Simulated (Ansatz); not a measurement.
# Ti: two-dimensional strain map

The calculation used DFT r2SCAN, scalar-relativistic, plane waves, PAW in Ansatz 0.2.0. Cutoff 500 eV, Γ-centred 20×20×20 k-points, Gaussian smearing of 0.15 eV. No spin polarisation. Energies are free energies at this smearing, counted from the undisturbed cell; pressure is positive in compression.

The starting cell (as given, not relaxed at this level; it stands at 4.4 GPa; this fcc form isn't the usual structure):

```yaml
crystal:
  lattice:
    - [0.00000, 2.03000, 2.03000]
    - [2.03000, 0.00000, 2.03000]
    - [2.03000, 2.03000, 0.00000]
  atoms:
    - { symbol: Ti, position: [0.00000, 0.00000, 0.00000] }
```

The cell is strained by p along both x and y and by q along z, fractional coordinates fixed. Points are written (p, q).

Energy above the undisturbed cell in meV/atom (a dash: not computed):

| p \ q | -0.080 | -0.040 | 0.000 | 0.040 | 0.080 |
| --- | --- | --- | --- | --- | --- |
| -0.080 | ? | 390.7 | 268.0 | 175.8 | 112.5 |
| -0.040 | ? | 155.6 | 82.7 | 37.2 | 16.3 |
| 0.000 | 90.5 | 31.3 | 0.0 | -6.6 | ? |
| 0.040 | 18.2 | ? | 3.5 | 29.1 | 73.5 |
| 0.080 | 25.6 | 42.0 | 77.5 | 130.3 | 198.7 |

Task: Fill in the withheld energies.

Result: (-0.080, -0.080): 548.1; (-0.040, -0.080): 260.4; (0.000, 0.080): 8.3; (0.040, -0.040): -0.9.